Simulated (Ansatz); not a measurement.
## NiGe: 73Ge nuclear quadrupole resonance

Cell: an entry of the Crystallography Open Database (COD), atoms as given.

Space group Pnma (No. 62); a = 5.3810, b = 3.4280, c = 5.8110 Å.

| site | Wyckoff | site symmetry | x | y | z |
| --- | --- | --- | --- | --- | --- |
| Ni | 4c | .m. | 0.9950 | 0.7500 | 0.1900 |
| Ge | 4c | .m. | 0.8120 | 0.7500 | 0.5830 |

One atom of each set is listed.

Computed with Ansatz: DFT, PBE, plane waves and PAW, scalar-relativistic, collinear spin, 420 eV cutoff, Γ-centred 8×13×8 k-points, Fermi–Dirac smearing 0.02 eV. Start moments as typed (μB): 1.5 on each Ni, none on the rest.

73Ge: I = 9/2, Q = -196.0 mb (year-2017 value). Static lattice, zero field.

(1) At which frequencies do the 73Ge NQR lines lie?

Results:

(1) For I = 9/2 and η = 0 the lines are |C_Q|/24 times 1, 2, 3 and 4; η shifts the lowest up most. At large η the states mix, and weaker lines appear at sums of the main ones; lines under 5 % of the strongest are left out.

```csv
site,atoms,V_zz (10²¹ V/m²),C_Q (MHz),η,line frequencies (MHz)
Ge,4,-6.07,28.7,0.73,"2.47, 3.21, 3.51, 4.58, 5.68"
```

The run finds no gap above 0.1 eV (a metal, or nearly one), so the gradients can move by 10 % or more with the k-mesh. The start moments die out, and the run ends without spin.
